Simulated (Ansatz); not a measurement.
## BN — field gradients at the nuclei

The cell is a structure deposited in the COD, whose atoms a relaxation with PBE at fixed cell left in place.

```yaml
crystal:
  lattice:
    - [2.49824, 0.00000, 0.00000]
    - [-1.24912, 2.16354, 0.00000]
    - [0.00000, 0.00000, 6.63570]
  atoms:
    - { symbol: B, position: [0.33333, 0.66667, 0.25000] }
    - { symbol: B, position: [0.66667, 0.33333, 0.75000] }
    - { symbol: N, position: [0.33333, 0.66667, 0.75000] }
    - { symbol: N, position: [0.66667, 0.33333, 0.25000] }
```

Atom numbers follow the list; atoms alike are taken as one site, whose name carries the number of the first.

The numbers come from a DFT calculation in Ansatz (PBE, plane waves and PAW, scalar-relativistic, 420 eV cutoff, Γ-centred 14×14×5 k-points, Fermi–Dirac smearing 0.02 eV).

Conventions: |V_zz| ≥ |V_yy| ≥ |V_xx|, η = (V_xx − V_yy)/V_zz, C_Q = eQV_zz/h.

10B: I = 3, Q = 84.59 mb; N-14: I = 1, Q = 20.44 mb. Nuclear quadrupole moments: year-2017 set (Pyykkö).

```json
{"site": "B", "atoms (order as listed)": "1, 2", "first shell": "3 N at 1.44 Å", "V_zz (10²¹ V/m²)": "2.83", "η": "0.00", "C_Q (MHz)": "5.79"}
{"site": "N", "atoms (order as listed)": "3, 4", "first shell": "3 B at 1.44 Å", "V_zz (10²¹ V/m²)": "-0.26", "η": "0.00", "C_Q (MHz)": "-0.129"}
```

An axis of threefold or higher order runs through B and N, so V_zz lies along it and η is zero.

At this cell the PBE pressure is 5 GPa, so with PBE the cell would grow if it were relaxed.

The relaxation (1 step) took 0.65 s of wall time (1.8 s of CPU time) and 0.42 GiB at its peak, on 4 threads of Intel Xeon 6975P-C (Granite Rapids) (x86_64; 16 cores open to the job, memory cap 10.0 GiB, no GPU), a shared host with a load of 0.1 a core.
